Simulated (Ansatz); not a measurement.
Relaxation of a relaxed ZnCu2SnS4 cell stretched uniformly to 115 % of its volume; 8 atoms in the cell, which starts as I-4 (No. 82), tI16; a = b = 5.631 Å, c = 11.264 Å, α = β = γ = 90.00°. Method: PBEsol (plane waves to 420 eV, PAW, scalar-relativistic; Ansatz, a first-principles code). Γ-centred k-mesh 6×6×6 on the run's cell (coarser than for final values), Fermi–Dirac smearing 0.05 eV. This is the first round of the run. 

The optimiser's lines from the output (shortened; P is positive under compression):

```
relax step   1: F+E_penalty+E_count = -25951.06781223 eV  Δ(F+E_penalty+E_count) = +0.000e0 eV  max|allowed force component| = 1.174e-1 eV/Å  Δτ_max = 0.0000 Å  P = -8.097 GPa  Ω = 178.587 Å³  (12 SCF iters, dr2 threshold 1.00e-7 eV, accepted)
relax step   2: F+E_penalty+E_count = -25951.66518802 eV  Δ(F+E_penalty+E_count) = -5.974e-1 eV  max|allowed force component| = 2.861e-1 eV/Å  Δτ_max = 0.0502 Å  P = -2.194 GPa  Ω = 160.907 Å³  (10 SCF iters, dr2 threshold 8.00e-7 eV, accepted)
relax step   3: F+E_penalty+E_count = -25951.74781707 eV  Δ(F+E_penalty+E_count) = -8.263e-2 eV  max|allowed force component| = 3.878e-2 eV/Å  Δτ_max = 0.0493 Å  P = +0.538 GPa  Ω = 154.310 Å³  (9 SCF iters, dr2 threshold 8.00e-7 eV, accepted)
relax step   4: F+E_penalty+E_count = -25951.74952034 eV  Δ(F+E_penalty+E_count) = -1.703e-3 eV  max|allowed force component| = 5.466e-3 eV/Å  Δτ_max = 0.0049 Å  P = -0.088 GPa  Ω = 155.479 Å³  (7 SCF iters, dr2 threshold 7.30e-7 eV, accepted)
relax step   5: F+E_penalty+E_count = -25951.74963446 eV  Δ(F+E_penalty+E_count) = -1.141e-4 eV  max|allowed force component| = 6.574e-4 eV/Å  Δτ_max = 0.0006 Å  P = +0.001 GPa  Ω = 155.318 Å³  (6 SCF iters, dr2 threshold 2.35e-8 eV, accepted)
relax step   6: F+E_penalty+E_count = -25951.74240073 eV  Δ(F+E_penalty+E_count) = +7.234e-3 eV  max|allowed force component| = 9.252e-4 eV/Å  Δτ_max = 0.0000 Å  P = -0.011 GPa  Ω = 155.318 Å³  stress off target by 1.12e-2 GPa  SCF on the basis re-selected at this cell (its energy is not comparable with the rows above)  (13 SCF iters)
```

From the first to the last row the energy changes by -0.08 eV/atom and the volume by -13.0 %. The last row is marked as not comparable with the walk above it, whose basis was carried along; it does compare with step 1, since both stand on a basis selected at the nominal cutoff for their own cell.

Later rounds, restarted from the end of this one on a renewed k-mesh, logged 2 more steps and released under 0.01 eV/atom more. The final structure after all rounds: I-4 (No. 82), tI16; a = 5.3742 Å, b = 5.3742 Å, c = 10.7552 Å, α = 90.00°, β = 90.00°, γ = 90.00°. Between re-selections the logged energies stand on a plane-wave basis carried along with the cell. No spin polarisation in the result.

The run could not lose the symmetry of its start.
